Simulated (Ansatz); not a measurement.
Na (bcc, W type)

Space group Im-3m (No. 229); a = b = c = 4.197 Å, α = β = γ = 90.00°

| atom | site | symmetry | x | y | z |
|---|---|---|---|---|---|
| Na | 2a | m-3m | 0.0000 | 0.0000 | 0.0000 |
(The calculation used a cell of 1 atom; values per cell refer to that cell.)

This relaxed cell (volume V₀) is scaled evenly in all directions, its shape held. Symmetry pins the atoms to their sites.

All values below come from PBE (plane waves to 420 eV, PAW, scalar-relativistic; Ansatz, an electronic-structure program). k mesh 16×16×16 (Γ-centred), Fermi-Dirac smearing 0.05 eV. Energies are smeared free energies. Na was relaxed with its symmetry unable to fall. The PAW data are Ansatz's earlier set. The zero of ΔE is the relaxed starting cell. The last digit holds for this mesh only.

```
V (Å³/atom)  ΔE (meV/atom)
-----------  -------------
33.263                10.6
34.187                 5.7
35.111                 2.4
36.035                 0.6
36.959                 0.0
37.883                 0.5
38.807                 2.1
39.731                 4.5
40.655                 7.7
```

What bulk modulus B₀ follows from a third-order Birch-Murnaghan fit?

7.8 GPa.

What is the fitted pressure derivative B₀′?

3.7.

(A scan under strain: stresses follow from slopes of the energy per volume, elastic moduli from its curvatures.)
